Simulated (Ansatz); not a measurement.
CuC6:
```
CuC6
1.0
    4.28783     0.00000     0.00000
   -2.14392     3.71337     0.00000
    0.00000     0.00000     4.22096
C Cu
6 1
Direct
  0.33454   0.33454   0.00000
  0.66546   0.00000   0.00000
  0.00000   0.66546   0.00000
  0.33454   0.00000   0.00000
  0.66546   0.66546   0.00000
  0.00000   0.33454   0.00000
  0.00000   0.00000   0.50000
```

Relaxed with r²SCAN+D4. Special points in fractions of this cell's reciprocal vectors: Γ (0.000, 0.000, 0.000); M (0.500, 0.000, 0.000); K (0.333, 0.333, 0.000); A (0.000, 0.000, 0.500); L (0.500, 0.000, 0.500); H (0.333, 0.333, 0.500).

List the band energies nearest the Fermi level at these points for r²SCAN+D4 (plane waves, PAW; program Ansatz).

In eV from the Fermi level; about four levels below and three above (degenerate sets whole), none deeper than 8.9 eV; points with the same levels are listed once.

| k | below | above |
|---|---|---|
| Γ | -1.46 -1.46 -1.30 -0.18 -0.18 | 6.86 6.86 7.38 7.38 |
| M | -2.83 -2.82 -2.33 -1.73 | 0.15 0.35 1.77 |
| K | -2.91 -2.91 -2.85 -2.32 -2.32 | 0.68 2.72 2.72 |
| A | -2.37 -2.37 -1.14 -1.14 | 2.15 7.04 7.19 7.19 |
| L | -2.84 -2.77 -2.77 -0.15 | 4.39 4.81 5.15 |
| H | -2.97 -2.97 -2.89 -2.77 -2.77 | 2.54 3.43 3.43 |

Space group P6/mmm. The cell is a constructed one: a structure type filled with these elements; neither database checked (COD, Materials Project) lists it. Whether it is the stable phase at ambient conditions was not checked. The r²SCAN+D4 relaxation kept the symmetry of its start; its stability against distortions is not shown here. The run is not spin-polarised.

Potentials: the later of the program's two PAW sets.
